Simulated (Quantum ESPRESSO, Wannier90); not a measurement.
# BN (zinc blende), plane waves to Wannier functions

Materials Project entry mp-1639; symmetrised, unrelaxed at this level. COD (Crystallography Open Database) has the formula in 3 space groups, this one among them (matched by group alone). Method: LDA plane waves in Quantum ESPRESSO 7.5 (PseudoDojo norm-conserving files, 68 Ry, no spin polarisation, no spin-orbit coupling), Bloch states on a 12×12×12 mesh through Γ, Wannier90 4.0.1. Density: 14×14×14 mesh, cold smearing 0.01 Ry.

On the energy scale of pw.x, whose zero is arbitrary, the valence-band maximum lies at 10.77 eV.

Input w.win:

```
num_bands = 1
num_wann = 1
exclude_bands = 2-15
num_iter = 800
conv_tol = 1.0e-6
conv_window = 4
write_hr = true
write_u_matrices = true
auto_projections = true
begin unit_cell_cart
ang
    0.0000000000    1.8130000000    1.8130000000
    1.8130000000    0.0000000000    1.8130000000
    1.8130000000    1.8130000000    0.0000000000
end unit_cell_cart
begin atoms_frac
B    0.0000000000  0.0000000000  0.0000000000
N    0.2500000000  0.2500000000  0.2500000000
end atoms_frac
mp_grid = 12 12 12
begin kpoints
0.0000000000 0.0000000000 0.0000000000
0.0000000000 0.0000000000 0.0833333333
0.0000000000 0.0000000000 0.1666666667
... (1725 more lines: the 12x12x12 mesh through Gamma)
end kpoints
```

Input of pw2wannier90.x that gives the overlap and projection files (equivalent; here they were cut from one run over all bands):

```
&inputpp
  outdir = './out'
  prefix = 'pwscf'
  seedname = 'w'
  write_amn = .true.
  write_mmn = .true.
  atom_proj = .true.
  atom_proj_exclude = 1 2 3 4 6 7 8
/
```

Output w.wout (banner and timings cut):

```
                                    ------
                                    SYSTEM
                                    ------

                              Lattice Vectors (Ang)
                    a_1     0.000000   1.813000   1.813000
                    a_2     1.813000   0.000000   1.813000
                    a_3     1.813000   1.813000   0.000000

                   Unit Cell Volume:      11.91855  (Ang^3)

                        Reciprocal-Space Vectors (Ang^-1)
                    b_1    -1.732814   1.732814   1.732814
                    b_2     1.732814  -1.732814   1.732814
                    b_3     1.732814   1.732814  -1.732814

 *----------------------------------------------------------------------------*
 |   Site       Fractional Coordinate          Cartesian Coordinate (Ang)     |
 +----------------------------------------------------------------------------+
 | b    1   0.00000   0.00000   0.00000   |    0.00000   0.00000   0.00000    |
 | n    1   0.25000   0.25000   0.25000   |    0.90650   0.90650   0.90650    |
 *----------------------------------------------------------------------------*
                                ------------
                                K-POINT GRID
                                ------------

             Grid size = 12 x 12 x 12      Total points = 1728

 *---------------------------------- MAIN ------------------------------------*
 |  Number of Wannier Functions               :                 1             |
 |  Number of Objective Wannier Functions     :                 1             |
 |  Number of input Bloch states              :                 1             |
 |  Output verbosity (1=low, 5=high)          :                 1             |
 |  Timing Level (1=low, 5=high)              :                 1             |
 |  Optimisation (0=memory, 3=speed)          :                 3             |
 |  Length Unit                               :               Ang             |
 |  Post-processing setup (write *.nnkp)      :                 F             |
 |  Using Gamma-only branch of algorithms     :                 F             |
 *----------------------------------------------------------------------------*
 *------------------------------- WANNIERISE ---------------------------------*
 |  Total number of iterations                :               800             |
 |  Number of CG steps before reset           :                 5             |
 |  Trial step length for line search         :             2.000             |
 |  Convergence tolerence                     :         0.100E-05             |
 |  Convergence window                        :                 4             |
 |  Iterations between writing output         :                 1             |
 |  Iterations between backing up to disk     :               100             |
 |  Write r^2_nm to file                      :                 F             |
 |  Write xyz WF centres to file              :                 F             |
 |  Write on-site energies <0n|H|0n> to file  :                 F             |
 |  Use guiding centre to control phases      :                 F             |
 |  Use phases for initial projections        :                 F             |
 *----------------------------------------------------------------------------*
 *-------------------------------- PLOTTING ----------------------------------*
 |  Plotting Hamiltonian in WF basis          :                 T             |
 *----------------------------------------------------------------------------*

       ... (k-mesh section left out)

 Starting a new Wannier90 calculation ...

 Reading overlaps from w.mmn

 Reading projections from w.amn

 *------------------------------- WANNIERISE ---------------------------------*
 +--------------------------------------------------------------------+<-- CONV
 | Iter  Delta Spread     RMS Gradient      Spread (Ang^2)            |<-- CONV
 +--------------------------------------------------------------------+<-- CONV

 ------------------------------------------------------------------------------
 Initial State
  WF centre and spread    1  (  0.906500,  0.906500,  0.906500 )     1.07869006
  Sum of centres and spreads (  0.906500,  0.906500,  0.906500 )     1.07869006

      0     0.108E+01     0.0000000000        1.0786900574  <-- CONV
        O_D=      0.0003311 O_OD=      0.0000000 O_TOT=      1.0786901 <-- SPRD
 ------------------------------------------------------------------------------
      1    -0.327E-04     0.0013775605        1.0786573934  <-- CONV
        O_D=      0.0002984 O_OD=      0.0000000 O_TOT=      1.0786574 <-- SPRD
      2    -0.468E-05     0.0007012168        1.0786527160  <-- CONV
        O_D=      0.0002938 O_OD=      0.0000000 O_TOT=      1.0786527 <-- SPRD
      3    -0.634E-06     0.0002844829        1.0786520821  <-- CONV
        O_D=      0.0002931 O_OD=      0.0000000 O_TOT=      1.0786521 <-- SPRD
      4    -0.553E-07     0.0000902845        1.0786520268  <-- CONV
        O_D=      0.0002931 O_OD=      0.0000000 O_TOT=      1.0786520 <-- SPRD
      5    -0.314E-08     0.0000245226        1.0786520236  <-- CONV
        O_D=      0.0002931 O_OD=      0.0000000 O_TOT=      1.0786520 <-- SPRD
      6    -0.486E-09     0.0000105763        1.0786520231  <-- CONV
        O_D=      0.0002931 O_OD=      0.0000000 O_TOT=      1.0786520 <-- SPRD
             <<<     Delta < 1.000E-06  over  4 iterations     >>>
             <<< Wannierisation convergence criteria satisfied >>>
 Final State
  WF centre and spread    1  (  0.906500,  0.906500,  0.906500 )     1.07865202
  Sum of centres and spreads (  0.906500,  0.906500,  0.906500 )     1.07865202

         Spreads (Ang^2)       Omega I      =     1.078358960
        ================       Omega D      =     0.000293063
                               Omega OD     =     0.000000000
    Final Spread (Ang^2)       Omega Total  =     1.078652023
```
